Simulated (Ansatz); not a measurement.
ScSi2 in space group P6/mmm (No. 191; Sc on 1a, Si on 2d) at seven volumes, plane-wave PAW LDA (Ansatz code), shape and atoms relaxed at each. One row is withheld.

```tsv
V (Å³/atom)	P (GPa)
14.570	11.63
15.051	7.18
15.531	3.30
16.011	0.00
16.492	?
16.972	-5.33
17.452	-7.39
```

Q: Fit the shown pressures and predict the withheld one.

A: P = (3/2)B₀(x^(7/2) − x^(5/2))[1 + (3/4)(B′ − 4)(x − 1)] with x = (V₀/V)^(2/3). Least squares on the six rows gives V₀ = 16.011 Å³/atom, B₀ = 102 GPa, B′ = 4.01. At V = 16.492, x = 0.9805 and P = -2.85 GPa. The run itself gave -2.87 GPa.

The workflow started from an entry of the Crystallography Open Database (COD). Whether it is the stable phase at ambient conditions was not checked. Symmetry was held in the LDA relaxation. At this level the phase is mechanically unstable. No spin polarisation was allowed.

Potentials: the later of the program's two PAW sets.
